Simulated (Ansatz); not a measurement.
Ir (hcp (Mg type), space group No. 194) at seven volumes, the program Ansatz at the LDA level (PAW), shape and atoms relaxed at each. One row is withheld.

```json
[
 {"V (Å³/atom)": "12.648", "P (GPa)": "47.90"},
 {"V (Å³/atom)": "13.065", "P (GPa)": "29.01"},
 {"V (Å³/atom)": "13.482", "P (GPa)": "13.21"},
 {"V (Å³/atom)": "13.899", "P (GPa)": "0.01"},
 {"V (Å³/atom)": "14.316", "P (GPa)": "-11.01"},
 {"V (Å³/atom)": "14.733", "P (GPa)": "?"},
 {"V (Å³/atom)": "15.150", "P (GPa)": "-27.78"}
]
```

Problem. Fit the shown pressures and predict the withheld one.

Solution. P = (3/2)B₀(x^(7/2) − x^(5/2))[1 + (3/4)(B′ − 4)(x − 1)] with x = (V₀/V)^(2/3). Least squares on the six rows gives V₀ = 13.900 Å³/atom, B₀ = 400 GPa, B′ = 5.02. At V = 14.733, x = 0.9619 and P = -20.12 GPa. The run itself gave -20.17 GPa.

Space group P6_3/mmc (hcp (Mg type)). The workflow started from a Materials Project entry (that database holds measured and hypothetical structures alike); the Crystallography Open Database copy checked does not list it. It is not the phase usual at ambient conditions (space group No. 225). The LDA relaxation kept the symmetry of its start; of distortions, only those at the zone centre were tested. No spin polarisation was allowed. Scalar-relativistic: spin–orbit coupling is off unless named, which matters more the heavier the elements.

Potentials: the later of the program's two PAW sets.
